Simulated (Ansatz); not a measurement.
AlP (zinc blende, F-43m) at seven volumes, plane-wave PAW PBE (Ansatz code), scaled uniformly. One row is withheld.

| V (Å³/atom) | P (GPa) |
|---|---|
| 19.005 | 9.47 |
| 19.632 | ? |
| 20.258 | 2.68 |
| 20.885 | 0.00 |
| 21.512 | -2.30 |
| 22.138 | -4.26 |
| 22.765 | -5.94 |

**Question.** Fit the shown pressures and predict the withheld one.

**Answer.** P = (3/2)B₀(x^(7/2) − x^(5/2))[1 + (3/4)(B′ − 4)(x − 1)] with x = (V₀/V)^(2/3). Least squares on the six rows gives V₀ = 20.885 Å³/atom, B₀ = 82.5 GPa, B′ = 4.17. At V = 19.632, x = 1.0421 and P = 5.81 GPa. The run itself gave 5.81 GPa.

The cell was relaxed with PBE under the symmetry of its start; phonons on a q-mesh show no instability.

Potentials: the later of the program's two PAW sets.
